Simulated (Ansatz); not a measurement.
This run works on a generated trial structure, not on a known crystal.

Input and command of a plane-wave DFT calculation in Ansatz:

```yaml
crystal:
  lattice:
    - [-2.09627815, 2.09627815, 8.8337954519]
    - [2.09627815, -2.09627815, 8.8337954519]
    - [2.09627815, 2.09627815, -8.8337954519]
  atoms:
    - { symbol: Ga, position: [0.6589726743, 0.6589726743, 0.0] }
    - { symbol: Ga, position: [0.3410273257, 0.3410273257, 0.0] }
    - { symbol: Ga, position: [0.0, 0.0, 0.0] }
    - { symbol: Sb, position: [0.75, 0.25, 0.5] }
    - { symbol: As, position: [0.4203861969, 0.9203861969, 0.5] }
    - { symbol: As, position: [0.0796138031, 0.5796138031, 0.5] }
basis:
  ecutwfc: 420
kpoints:
  mp_grid: { grid: [12, 12, 12] }
hamiltonian:
  xc: pbe
scf:
  occupations: { method: gaussian, width: 0.1 }
output:
  forces: true
  stress: true
  eigenvalues: true
relax:
  adjacent_minimum: "off"
  f_tol: 0.01
  max_steps: 80
  cell: { stress_tol: 0.05 }
```

```bash
ansatz run input.yaml --threads 1 --pin off --max-ram 2560MiB --backend cpu --events-out ev --progress --plain --runs-dir out
```

Processor: Intel(R) Xeon(R) 6975P-C (Granite Rapids), 1 thread, on a host shared with other jobs.

Question: Estimate time, memory and problem size.

Answer: About 4.1 min, peak memory 1.1 GiB. It solves 51 bands at 163 k points (after reduction by symmetry) with about 3001 plane waves (on the last cell), in 23 SCF iterations over 4 ionic steps.
